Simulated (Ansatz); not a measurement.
Zr:
```
Zr
1.0
    4.92139     0.00000     0.00000
   -2.46070     4.26205     0.00000
    0.00000     0.00000     3.08343
Zr
3
Direct
  0.00000   0.00000   0.50000
  0.33333   0.66667   0.00000
  0.66667   0.33333   0.00000
```

Relaxed with LDA. Special points in fractions of this cell's reciprocal vectors: Γ (0.000, 0.000, 0.000); M (0.500, 0.000, 0.000); K (0.333, 0.333, 0.000); A (0.000, 0.000, 0.500); L (0.500, 0.000, 0.500); H (0.333, 0.333, 0.500).

**Question.** List the band energies nearest the Fermi level at these points for DFT-LDA in the program Ansatz with PAW potentials.

**Answer.** In eV from the Fermi level; about four levels below and three above (degenerate sets whole), none deeper than 8.9 eV; points with the same levels are listed once.

```tsv
k	below	above
Γ	-0.45 -0.45 -0.38 -0.38 -0.18	0.87 1.69 1.69
M	-0.70 -0.69 -0.53 -0.03	0.75 1.09 1.98
K	-3.01 -3.01 -0.56 -0.56 -0.11	0.33 0.81 0.81
A	-2.08 -2.03 -2.03 -1.26	1.27 1.27 1.78 1.78
L	-2.09 -1.63 -0.86 -0.42	0.25 0.96 1.48
H	-1.61 -1.61 -1.17 -1.06 -1.06	0.53 0.53 0.96 0.96
```

Space group P6/mmm. This is a known high-pressure phase of the composition, computed here at zero pressure and temperature. Symmetry was held in the LDA relaxation; whether a distortion lowers the energy is not shown. The run is not spin-polarised. Scalar-relativistic: spin–orbit coupling is off unless named, which matters more the heavier the elements.

Potentials: the later of the program's two PAW sets.
